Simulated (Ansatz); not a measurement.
TaRu, first-principles data

TaRu:
```yaml
crystal:
  lattice:
    - [3.15433, 0.00000, 0.00000]
    - [0.00000, 3.15433, 0.00000]
    - [0.00000, 0.00000, 3.15433]
  atoms:
    - { symbol: Ru, position: [0.00000, 0.00000, 0.00000] }
    - { symbol: Ta, position: [0.50000, 0.50000, 0.50000] }
```

Space group Pm-3m (No. 221), CsCl type; conventional cell a = b = c = 3.1543 Å, α = β = γ = 90.00°.

Method: r²SCAN in the plane-wave PAW code Ansatz. The cell and atoms are relaxed at this level. Other levels are named where they apply.

Cell and energy:

| Property | Value |
|---|---|
| Volume per atom | 15.69 Å³ |
| Density | 14.92 g/cm³ |
| Formation energy from the elements (no fitted shifts) | -0.32 eV/atom |

Electronic structure:

| Item | Result |
|---|---|
| Electronic character | metallic (no gap) |
| Density of states at the Fermi level | 1.7 states/eV per atom (mean over ±0.08 eV) |
| Gap with spin–orbit coupling | none (metallic) |

Mechanics:

| Quantity | Result |
|---|---|
| Bulk modulus (Birch–Murnaghan fit) | 268 GPa |
| Pressure derivative B′ | 4.3 |

Charges:

| Property | Value |
|---|---|
| Bader charges | Ru -1.18, Ta +1.18 e |

The workflow started from an entry of the Crystallography Open Database (COD), which files this formula under 2 space groups. Its standing as an ambient phase is unchecked. The cell was relaxed with r²SCAN under the symmetry of its start; its stability against distortions is not shown here. The run is not spin-polarised. The references are the lowest solids computed at this level, not always the standard phases. Spin–orbit coupling is left out wherever it is not named.

Potentials: the later of the program's two PAW sets.
